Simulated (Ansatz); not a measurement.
# Course of a relaxation: Si2O

The cell of Si2O is invented: random cell by space group and Wyckoff sites (P2/m, No. 10). Its size is a rough estimate.

```
CELL_PARAMETERS angstrom
3.34058 0.00000 0.00000
0.00000 4.71268 0.00000
-0.66744 0.00000 6.13177
ATOMIC_POSITIONS crystal
Si 0.50000 0.19836 0.50000
Si 0.50000 0.80164 0.50000
Si 0.50000 0.31557 0.00000
Si 0.50000 0.68443 0.00000
O 0.00000 0.00000 0.50000
O 0.50000 0.00000 0.00000
```

Theory: Ansatz 0.2.0, DFT PBE, scalar-relativistic, plane waves, PAW. Cutoff 420 eV, Gaussian smearing, Γ-centred meshes. Cell and atoms relax first on a coarse mesh and then on a finer one. In between, the cell is made exact in the group found at 0.06 Å. In metals the finer mesh still leaves noise of several meV/atom or more. The steps can't lower the symmetry of their start. No spin polarisation in the relaxation; trial moments died out in a coarse test.

Steps on the 6×4×4 mesh (6 atoms, 17 steps). The free energy counts from the last step; some steps are skipped; the plane-wave basis is renewed at times, which shifts energy and pressure.

| step | ΔF (meV/atom) | V (Å³/atom) | P (GPa) | largest force component (eV/Å) |
| --- | --- | --- | --- | --- |
| 1 | 1667.3 | 16.09 | 39.53 | 11.317 |
| 2 | 1007.3 | 16.76 | 18.65 | 4.646 |
| 3 | 651.1 | 16.71 | 7.48 | 2.186 |
| 5 | 281.7 | 15.40 | -1.13 | 0.862 |
| 6 | 148.0 | 14.45 | -3.26 | 0.637 |
| 7 | 62.5 | 13.65 | -3.46 | 0.374 |
| 8 | 27.5 | 13.06 | -1.24 | 0.710 |
| 10 | 25.0 | 13.25 | -1.48 | 0.391 |
| 11 | 17.7 | 13.04 | 0.25 | 0.064 |
| 12 | 17.7 | 13.06 | 0.01 | 0.014 |
| 13 | 1.7 | 13.06 | 1.11 | 0.053 |
| 15 | 0.0 | 13.17 | 0.15 | 0.008 |
| 16 | 0.0 | 13.19 | -0.02 | 0.006 |
| 17 | 0.0 | 13.19 | -0.02 | 0.006 |

The relaxed structure, after a last relaxation on the converged mesh:

```
Si O
1.0
     2.62565    0.00000    0.00000
     0.00000    5.16239    0.00000
     0.00000    0.00000    5.86615
Si O
4 2
Direct
  0.50000 0.50000 0.73815
  0.50000 0.50000 0.26185
  0.50000 0.00000 0.71745
  0.50000 0.00000 0.28255
  0.00000 0.50000 0.00000
  0.50000 0.00000 0.00000
```

The symmetry goes from P2/m (No. 10) to Pmmm (No. 47). The volume per atom shrinks by 17.6 %, from 16.1 to 13.3 Å³. The shortest distance goes from 1.49 Å (Si–O) to 1.66 Å (Si–O). The energy falls by about 1.7 eV/atom (the start's value is from the coarse mesh). The end is written in a standard setting, so origin, axes and order of atoms can differ from the start's. Around Si on its first site lie 2 O at 2.02 Å; Si on its second site has 1 O at 1.66 Å and 5 Si at 2.55–2.63 Å; O on its first site is surrounded by 4 Si at 2.02 Å; 1 more site not described.

| Quantity | Value |
| --- | --- |
| Volume per atom | 13.25 Å³ |
| Density | 3.01 g/cm³ |
| Energy over the elements | −0.49 eV/atom |
| Gap on the 14×8×6 mesh of the 6-atom cell | 0 eV (a metal) |

Energies over the elements count from the elements' standard structures at the same level (O₂ as a molecule), with no fitted energy shifts.

The last run used Gaussian smearing of 0.10 eV. A structure relaxed within its symmetry needn't be a true minimum. In all, the 3 runs took 3 min on 1 thread of Intel(R) Xeon(R) Processor @ 2.70GHz (shared host).
